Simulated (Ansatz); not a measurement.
Se (trigonal-Se type, space group P3_121)

```
CELL_PARAMETERS angstrom
      4.50569     0.00000     0.00000
     -2.25284     3.90204     0.00000
      0.00000     0.00000     4.99129
ATOMIC_POSITIONS crystal
  Se 0.21709 0.00000 0.83333
  Se 0.00000 0.21709 0.16667
  Se 0.78291 0.78291 0.50000
```

The slice is a (-1 1 0 2) plane (indices of the conventional cell) through the point (0.000, 0.217, 0.167) (fractional), spanned by u = [110] and v = [1 -1 1] in vectors of this cell: u (4.51 Å) and v (9.26 Å, at 90° to u). It covers one period; positions are fractions (u, v).

Level of theory: r2SCAN (plane waves to 500 eV, PAW, scalar-relativistic; Ansatz, an electronic-structure program). k mesh 9×9×7. Near the nuclei the fields are pseudised (PAW); where an atom keeps semicore shells as valence, they peak there. Se was relaxed with its symmetry unable to fall.

Question: Predict the map of the electrostatic potential energy of an electron, from the cell's mean on the slice.

Answer: 
```
|xxxx279999972xxx|
|xxx04899999850xx|
|xx0368999999840x|
|2347899988999863|
|7788988666788988|
|9999873000257999|
|999972xxxxx05899|
|99984xxxxxxx3799|
|99972xxxxxxx2799|
|99861xxxxxxx2799|
|98762xxxxxxx4899|
|876530xxxxx17999|
|7654430000268998|
|7532344445789998|
|7532356778999998|
|7643467899999998|
|8766678999999999|
|9888889999999999|
|9999999999999999|
|9999999999999999|
|9999999999999999|
|9999999999989999|
|9999999988777889|
|9999999876434678|
|8999999862000368|
|8899999740xx0157|
|6789998740xx0045|
|1257999751000111|
|xx0479986421100x|
|xxx05898765410xx|
|xxxx379988750xxx|
|xxxx179999860xxx|
```
Scale: ten equal steps from -3.00 (start of '0') to 5.14 (end of '9'), in the order '0123456789'. Values: electrostatic potential energy of an electron, from the cell's mean, in eV. The map has 16 points along u (one character each, u = 0 at the left) and 32 along v (v = 0 in the bottom row). Points within 1 Å of a nucleus are blanked (x), as the pseudised field means little there. Values under -3 eV are set to -3. The zero, the cell's mean, hangs on the PAW cores.
